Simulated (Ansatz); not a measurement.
GaCo: one input, then a changed one

The cell is COD entry 1525477, as deposited and not checked against the literature; nothing was relaxed.

First run: DFT, PBE, all-electron LAPW, scalar-relativistic (Ansatz 0.2.0).

Command: `ansatz run input.yaml --threads 1 --pin off --max-ram 3072MiB --backend cpu --events-out ev --progress --plain --runs-dir out` The run took 41 s on 1 thread of Intel(R) Xeon(R) Platinum 8559C (Emerald Rapids), with other jobs on the host, peak memory 0.53 GiB.

```yaml
crystal:
  lattice:
    - [2.8831, 0.0, 0.0]
    - [0.0, 2.8831, 0.0]
    - [0.0, 0.0, 2.8831]
  atoms:
    - { symbol: Ga, position: [0.5, 0.5, 0.5] }
    - { symbol: Co, position: [0.0, 0.0, 0.0], spin: 2.0 }
magnetization:
  spin_polarized: true
kpoints:
  mp_grid: { grid: [11, 11, 11] }
  band_path:
    path:
      - [0.0, 0.0, 0.0]
      - [0.0, 0.5, 0.0]
      - [0.5, 0.5, 0.0]
      - [0.0, 0.0, 0.0]
      - [0.5, 0.5, 0.5]
      - [0.0, 0.5, 0.0]
      - [0.5, 0.5, 0.5]
      - [0.5, 0.5, 0.0]
    npoints: 14
scf:
  occupations: { method: fermi_dirac, width: 0.03 }
hamiltonian:
  xc: pbe
  pseudopotentials: { kind: all_electron, lapw: { basis_error: 0.001 } }
output:
  forces: true
  stress: true
  eigenvalues: true
  populations: true
  dos: { projected: true, de: 0.2, e_range: [-14, 8] }
```

Result: converged; pressure -0.26 GPa; moment 0.01 μB; 20 SCF iterations.

The input is then changed:

```diff
@@ -10,5 +10,5 @@
   spin_polarized: true
 kpoints:
-  mp_grid: { grid: [11, 11, 11] }
+  mp_grid: { grid: [11, 11, 11], shift: [0.5, 0.5, 0.5] }
   band_path:
     path:
@@ -32,4 +32,3 @@
   eigenvalues: true
   populations: true
-  dos: { projected: true, de: 0.2, e_range: [-14, 8] }
```

What does the second run give?

It converged; energy at zero smearing +1.2 meV/atom from the first run; pressure -0.06 GPa; moment 0.16 μB; 13 SCF iterations.
